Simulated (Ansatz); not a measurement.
Structure optimisation: yttrium, dhcp

All numbers below come from Ansatz 0.2.0, DFT, r2SCAN, plane waves (500 eV) with PAW, scalar-relativistic. The PAW files were generated under PBE, with cores re-solved for the functional.

k-point mesh 10×10×3, Fermi-Dirac smearing 0.1 eV, no spin polarisation. Cell and atoms relax.

Starting structure:

```
Y
1.0
     3.60075    0.00000    0.00000
    -1.80038    3.11834    0.00000
     0.00000    0.00000   11.76006
Y
4
Direct
  0.00000 0.00000 0.00000
  0.00000 0.00000 0.50000
  0.33333 0.66667 0.25000
  0.66667 0.33333 0.75000
```

Question: What cell does the relaxation end in?

Answer: P6_3/mmc with a = 3.640 Å, c = 11.629 Å (c/a = 3.195); 33.36 Å³ per atom against 33.01 at the start (1.1 %).

Question: How much energy does the relaxation gain?

Answer: 2.3 meV per atom.

Path of the relaxation (the plane waves are chosen anew near the end, which can shift the energy a little):

```json
{"step": "0", "E − E(final) (meV/atom)": "2.28", "V (Å³/atom)": "33.012", "P (GPa)": "0.42", "max force (eV/Å)": "0.000"}
{"step": "1", "E − E(final) (meV/atom)": "0.17", "V (Å³/atom)": "33.389", "P (GPa)": "-0.01", "max force (eV/Å)": "0.000"}
{"step": "2", "E − E(final) (meV/atom)": "0.05", "V (Å³/atom)": "33.364", "P (GPa)": "0.02", "max force (eV/Å)": "0.000"}
{"step": "3", "E − E(final) (meV/atom)": "0.00", "V (Å³/atom)": "33.364", "P (GPa)": "0.02", "max force (eV/Å)": "0.000"}
```
